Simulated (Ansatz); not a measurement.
A relaxation computed with Ansatz, from input to last step.

```yaml
crystal:
  lattice:
    - [4.3520488341, 0.0, 0.0]
    - [-2.176024417, 3.7689848488, 0.0]
    - [0.0, 0.0, 3.1103763567]
  atoms:
    - { symbol: Be, position: [0.0, 0.0, 0.3333333333] }
    - { symbol: Be, position: [0.0, 0.0, 0.8333333333] }
    - { symbol: Mo, position: [0.6666666667, 0.3333333333, 0.1666666667] }
    - { symbol: Mo, position: [0.3333333333, 0.6666666667, 0.6666666667] }
basis:
  ecutwfc: 420
kpoints:
  mp_grid: { grid: [6, 6, 6] }
hamiltonian:
  xc: pbe
scf:
  occupations: { method: gaussian, width: 0.1 }
  lower_state_search: "off"
output:
  forces: true
  stress: true
  eigenvalues: true
relax:
  adjacent_minimum: "off"
  f_tol: 0.04
  max_steps: 70
  cell: { stress_tol: 0.4 }
```

```bash
ansatz run input.yaml --threads 1 --pin off --max-ram 2560MiB --backend cpu --events-out ev --progress --plain --runs-dir out
```

Theory: DFT PBE, scalar-relativistic, plane waves, PAW in Ansatz.

Of 17 frames 10 are shown, positions in Å and forces in eV/Å; the SCF threshold varies from step to step. Steps run on the plane waves of an earlier cell, with a Pulay correction in the pressure. The basis is chosen afresh for the last frame, the zero of the energies, and at times for earlier ones too; energy and pressure step there, also at an unchanged geometry. Here that happened at step 12 (-97 meV/atom, 7.6 GPa); the frames before carry an error of that size.

```xyz
4
Lattice="4.3520 0.0000 0.0000 -2.1760 3.7690 0.0000 0.0000 0.0000 3.1104" Properties=species:S:1:pos:R:3:forces:R:3 pbc="T T T" step=1 free_energy_over_end_meV_per_atom=913.31 pressure_GPa=-0.84
Be    0.0000    0.0000    1.0368    0.0000    0.0000   -0.1085
Be    0.0000    0.0000    2.5920    0.0000    0.0000   -0.1085
Mo    2.1760    1.2563    0.5184    0.0000    0.0000    0.1085
Mo    0.0000    2.5127    2.0736    0.0000    0.0000    0.1085
4
Lattice="4.0603 0.0000 0.0000 -2.0301 3.5163 0.0000 0.0000 0.0000 3.4145" Properties=species:S:1:pos:R:3:forces:R:3 pbc="T T T" step=3 free_energy_over_end_meV_per_atom=484.96 pressure_GPa=3.51
Be    0.0000    0.0000    1.1560    0.0000    0.0000    0.4384
Be    0.0000    0.0000    2.8632    0.0000    0.0000    0.4384
Mo    2.0301    1.1721    0.5512    0.0000    0.0000   -0.4384
Mo    0.0000    2.3442    2.2585    0.0000    0.0000   -0.4384
4
Lattice="3.9051 0.0000 0.0000 -1.9526 3.3819 0.0000 0.0000 0.0000 3.7185" Properties=species:S:1:pos:R:3:forces:R:3 pbc="T T T" step=5 free_energy_over_end_meV_per_atom=339.57 pressure_GPa=2.09
Be    0.0000    0.0000    1.4458    0.0000    0.0000   -0.4468
Be    0.0000    0.0000    3.3051    0.0000    0.0000   -0.4468
Mo    1.9526    1.1273    0.4134    0.0000    0.0000    0.4468
Mo    0.0000    2.2546    2.2727    0.0000    0.0000    0.4468
4
Lattice="3.8430 0.0000 0.0000 -1.9215 3.3281 0.0000 0.0000 0.0000 3.8740" Properties=species:S:1:pos:R:3:forces:R:3 pbc="T T T" step=6 free_energy_over_end_meV_per_atom=303.35 pressure_GPa=0.27
Be    0.0000    0.0000    1.4776    0.0000    0.0000   -0.2624
Be    0.0000    0.0000    3.4147    0.0000    0.0000   -0.2624
Mo    1.9215    1.1094    0.4594    0.0000    0.0000    0.2624
Mo    0.0000    2.2187    2.3964    0.0000    0.0000    0.2624
4
Lattice="3.6582 0.0000 0.0000 -1.8291 3.1681 0.0000 0.0000 0.0000 4.1780" Properties=species:S:1:pos:R:3:forces:R:3 pbc="T T T" step=8 free_energy_over_end_meV_per_atom=218.22 pressure_GPa=1.83
Be    0.0000    0.0000    1.5662    0.0000    0.0000    0.0075
Be    0.0000    0.0000    3.6552    0.0000    0.0000    0.0075
Mo    1.8291    1.0560    0.5227    0.0000    0.0000   -0.0075
Mo    0.0000    2.1120    2.6117    0.0000    0.0000   -0.0075
4
Lattice="3.5429 0.0000 0.0000 -1.7714 3.0682 0.0000 0.0000 0.0000 4.3963" Properties=species:S:1:pos:R:3:forces:R:3 pbc="T T T" step=10 free_energy_over_end_meV_per_atom=182.35 pressure_GPa=-0.39
Be    0.0000    0.0000    1.6486    0.0000    0.0000   -0.0002
Be    0.0000    0.0000    3.8468    0.0000    0.0000   -0.0002
Mo    1.7714    1.0227    0.5495    0.0000    0.0000    0.0002
Mo    0.0000    2.0455    2.7477    0.0000    0.0000    0.0002
4
Lattice="3.5378 0.0000 0.0000 -1.7689 3.0638 0.0000 0.0000 0.0000 4.3999" Properties=species:S:1:pos:R:3:forces:R:3 pbc="T T T" step=12 free_energy_over_end_meV_per_atom=85.25 pressure_GPa=7.53
Be    0.0000    0.0000    1.6499    0.0000    0.0000    0.0001
Be    0.0000    0.0000    3.8499    0.0000    0.0000    0.0001
Mo    1.7689    1.0213    0.5500    0.0000    0.0000   -0.0001
Mo    0.0000    2.0426    2.7499    0.0000    0.0000   -0.0001
4
Lattice="3.4904 0.0000 0.0000 -1.7452 3.0228 0.0000 0.0000 0.0000 4.5554" Properties=species:S:1:pos:R:3:forces:R:3 pbc="T T T" step=13 free_energy_over_end_meV_per_atom=38.79 pressure_GPa=5.25
Be    0.0000    0.0000    1.7098    0.0000    0.0000   -0.0273
Be    0.0000    0.0000    3.9875    0.0000    0.0000   -0.0273
Mo    1.7452    1.0076    0.5679    0.0000    0.0000    0.0273
Mo    0.0000    2.0152    2.8456    0.0000    0.0000    0.0273
4
Lattice="3.4087 0.0000 0.0000 -1.7044 2.9520 0.0000 0.0000 0.0000 4.8600" Properties=species:S:1:pos:R:3:forces:R:3 pbc="T T T" step=15 free_energy_over_end_meV_per_atom=0.64 pressure_GPa=0.96
Be    0.0000    0.0000    1.8231    0.0000    0.0000   -0.0119
Be    0.0000    0.0000    4.2531    0.0000    0.0000   -0.0119
Mo    1.7044    0.9840    0.6069    0.0000    0.0000    0.0119
Mo    0.0000    1.9680    3.0369    0.0000    0.0000    0.0119
4
Lattice="3.4093 0.0000 0.0000 -1.7047 2.9526 0.0000 0.0000 0.0000 4.8821" Properties=species:S:1:pos:R:3:forces:R:3 pbc="T T T" step=17 free_energy_over_end_meV_per_atom=0.00 pressure_GPa=0.07
Be    0.0000    0.0000    1.8308    0.0000    0.0000   -0.0001
Be    0.0000    0.0000    4.2718    0.0000    0.0000   -0.0001
Mo    1.7047    0.9842    0.6103    0.0000    0.0000    0.0001
Mo    0.0000    1.9684    3.0513    0.0000    0.0000    0.0001
```

The start is a random arrangement. At the end the space group is P6_3/mmc (tolerance 0.05 Å).

Time: 100 s on 1 thread of Arm Neoverse N1 (shared host), peak memory 0.35 GiB.

The k mesh is coarse.